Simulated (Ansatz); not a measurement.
C:
```
CELL_PARAMETERS angstrom
     -2.23466     2.23466     2.23466
      2.23466    -2.23466     2.23466
      2.23466     2.23466    -2.23466
ATOMIC_POSITIONS crystal
  C  0.50000 0.00000 0.31302
  C  0.68698 0.50000 0.00000
  C  0.31302 0.50000 0.00000
  C  0.00000 0.68698 0.50000
  C  0.00000 0.31302 0.50000
  C  0.50000 0.00000 0.68698
  C  0.18698 0.18698 0.18698
  C  0.81302 0.81302 0.81302
```

Relaxed with r²SCAN.

Problem. Map the valence electron density (e/Å³), cut off at 2 on the plane through (0.500, 0.000, 0.313) spanned by u = [1, 1, 0] and v = [1, 0, 1] in lattice vectors, from plane-wave PAW r²SCAN (Ansatz code).

Solution. x is the fraction of u, y of v (the angle between them is 90°; rows are the nearest grid lines); atoms in the plane: C at (0.00, 0.00), C at (0.50, 0.69), C at (0.31, 0.19), C at (0.81, 0.50).
```
y \ x   0.000  0.0909  0.182  0.273  0.364  0.455  0.545  0.636  0.727  0.818  0.909   1.00
------  -----  ------  -----  -----  -----  -----  -----  -----  -----  -----  -----  -----
1.00     1.39    1.65  0.886  0.597  0.671  0.697  0.475  0.260  0.250  0.647   1.58   1.39
0.909    1.65    1.18  0.433  0.222  0.347  0.632  0.620  0.316  0.179  0.372   1.06   1.65
0.864    1.27   0.847  0.310  0.177  0.371  0.808  0.839  0.400  0.175  0.275  0.772   1.27
0.773   0.672   0.456  0.211  0.231  0.678   1.48   1.59  0.765  0.287  0.256  0.489  0.672
0.682   0.611   0.346  0.224  0.383   1.13   1.62   1.58   1.30  0.709  0.652  0.746  0.611
0.636   0.671   0.332  0.245  0.449   1.22   1.81   1.68   1.45   1.09   1.12   1.09  0.671
0.545   0.697   0.284  0.265  0.490  0.900   1.10   1.02   1.20   1.73   1.61   1.68  0.697
0.455   0.475   0.203  0.284  0.527  0.599  0.422  0.350  0.661   1.50   1.57   1.29  0.475
0.364   0.260   0.179  0.423  0.858  0.786  0.351  0.176  0.328  0.886   1.27  0.734  0.260
0.318   0.221   0.214  0.581   1.24   1.11  0.459  0.180  0.254  0.626  0.883  0.541  0.221
0.227   0.374   0.461   1.09   1.63   1.55  0.860  0.287  0.212  0.395  0.603  0.535  0.374
0.136    1.11    1.10   1.48   1.67   1.83   1.16  0.425  0.244  0.345  0.697   1.10   1.11
0.0909   1.58    1.51   1.41   1.50   1.62   1.07  0.462  0.257  0.327  0.752   1.52   1.58
0.000    1.39    1.65  0.886  0.597  0.671  0.697  0.475  0.260  0.250  0.647   1.58   1.39
```

The density is the valence pseudo-density with augmentation charge, so density and ELF within about 1 Å of a nucleus are not all-electron values.

Space group Ia-3. The start of the workflow was typed in or built on a structure type; neither database checked (COD, Materials Project) lists it. It is not the phase usual at ambient conditions (space group No. 194, 227). Symmetry was held in the r²SCAN relaxation; its stability against distortions is not shown here.

Potentials: the earlier of the program's two PAW sets.
